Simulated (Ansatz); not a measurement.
Simulated powder pattern, Cu Kα, λ = 1.54184 Å (kinematic, ideal powder, no thermal factors, no anomalous dispersion; the 30 strongest lines at most, above 1 %, up to 2θ = 90°):

```
2θ (°)  d (Å)  I/Imax (%)
------  -----  ----------
24.80   3.590         100
41.06   2.198          77
48.56   1.875          46
59.46   1.555          12
65.42   1.427          18
74.80   1.269          24
80.21   1.197          13
89.07   1.099         8.0
```

The pattern belongs to a structure relaxed with the program Ansatz at the PBE level (PAW).

Question: Pick the material that matches.
(A) Ag, diamond
(B) Si, diamond
(C) AgW, Pmma (W on 2e, Ag on 2f)
(D) Os, diamond

Answer: A, Ag, diamond

Question: Give the lattice parameters.

Answer: a = 6.218 Å.

Space group Fd-3m (diamond). The start of the workflow was typed in or built on a structure type; neither database checked (COD, Materials Project) lists it. It is not the phase usual at ambient conditions (space group No. 225). The PBE relaxation kept the symmetry of its start; its stability against distortions is not shown here. The run is not spin-polarised.

Potentials: the earlier of the program's two PAW sets.
